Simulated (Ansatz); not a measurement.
AgI:
```yaml
crystal:
  lattice:
    - [0.00000, 3.17402, 3.17402]
    - [3.17402, 0.00000, 3.17402]
    - [3.17402, 3.17402, 0.00000]
  atoms:
    - { symbol: Ag, position: [0.00000, 0.00000, 0.00000] }
    - { symbol: I, position: [0.25000, 0.25000, 0.25000] }
```

Relaxed with LDA. Special points in fractions of this cell's reciprocal vectors: Γ (0.000, 0.000, 0.000); X (0.500, 0.000, 0.500); U (0.625, 0.250, 0.625); K (0.375, 0.375, 0.750); L (0.500, 0.500, 0.500); W (0.500, 0.250, 0.750).

### Question
List the band energies nearest the valence-band maximum at these points for LDA in the plane-wave PAW code Ansatz.

### Answer
In eV from the valence-band maximum; about four levels below and three above (degenerate sets whole), none deeper than 8.9 eV; points with the same levels are listed once.

```
k                          below                above
-  -----------------------------  -------------------
Γ     -3.42 -3.42 0.00 0.00 0.00  1.06 5.54 5.54 5.54
X        -3.29 -2.92 -2.05 -2.05       3.23 3.66 8.49
U        -3.39 -3.10 -2.30 -1.63       3.68 4.90 7.55
L  -3.39 -3.39 -3.25 -0.83 -0.83       2.51 6.06 6.06
W        -3.18 -3.04 -2.50 -1.87       4.81 4.99 6.22
```

Space group F-43m (zinc blende). The cell was relaxed with LDA under the symmetry of its start; phonons on a q-mesh show no instability. The run is not spin-polarised. Scalar-relativistic: spin–orbit coupling is off unless named, which matters more the heavier the elements.

Potentials: the later of the program's two PAW sets.
